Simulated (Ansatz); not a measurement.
CdGeAs2 (chalcopyrite, I-42d) at seven volumes, plane-wave PAW LDA (Ansatz code), shape and atoms relaxed at each. One row is withheld.

```tsv
V (Å³/atom)	P (GPa)
22.028	7.70
22.755	4.68
23.481	?
24.207	-0.01
24.933	-1.82
25.659	-3.34
26.386	-4.63
```

### Question
Fit the shown pressures and predict the withheld one.

### Answer
P = (3/2)B₀(x^(7/2) − x^(5/2))[1 + (3/4)(B′ − 4)(x − 1)] with x = (V₀/V)^(2/3). Least squares on the six rows gives V₀ = 24.204 Å³/atom, B₀ = 65.6 GPa, B′ = 4.67. At V = 23.481, x = 1.0204 and P = 2.14 GPa. The run itself gave 2.14 GPa.

The LDA relaxation kept the symmetry of its start; of distortions, only those at the zone centre were tested.

Potentials: the later of the program's two PAW sets.
